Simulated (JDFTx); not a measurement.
Reference run:

```json
{
 "surface": "Au(111)",
 "bulk": "Au, Fm-3m, lattice of mp-81 (not re-optimised)",
 "slab": "4 atoms in 4 planes, 1x1, 7.2 Å between the outermost planes",
 "in-plane cell": "2.950 × 2.950 Å, 7.53 Å²",
 "cell_height": "23.2 Å",
 "sampling": "8×8×1 k mesh, Fermi smearing 0.01 Ha, no spin polarisation"
}
```

Reference level: PBE, GBRV ultrasoft potentials, plane waves to 20/100 Ha, in JDFTx (a modified build). Unrelaxed; liquid: CANDLE, water, 1 M KF. Potentials are on the SHE scale by the convention U = −μ/e − 4.44 V; references calibrated for a solvation model differ from this value.

| Fermi smearing width | work function (eV) | U_pzc (V) | mean C above U_pzc (μF/cm²) | k states × plane waves | cycles, vacuum run | rough core time, vacuum run |
|---|---|---|---|---|---|---|
| 0.02 Ha | 5.24 | 0.52 | 11 over 0.5 V | 10 × 5035 | 19 | 2 min |
| 0.01 Ha | 5.23 | 0.52 | 11 over 0.5 V | 10 × 5035 | 19 | 100 s |
| 0.005 Ha | 5.23 | 0.53 | 11 over 0.5 V | 10 × 5035 | 19 | 90 s |
| 0.003 Ha | 5.26 | 0.55 | – | 10 × 5035 | 19 | 90 s |

The work function stays within 0.03 eV over all these settings; capacitances repeat to about ±0.2 μF/cm². The times are rough (shared hosts); only ratios past two mean anything.
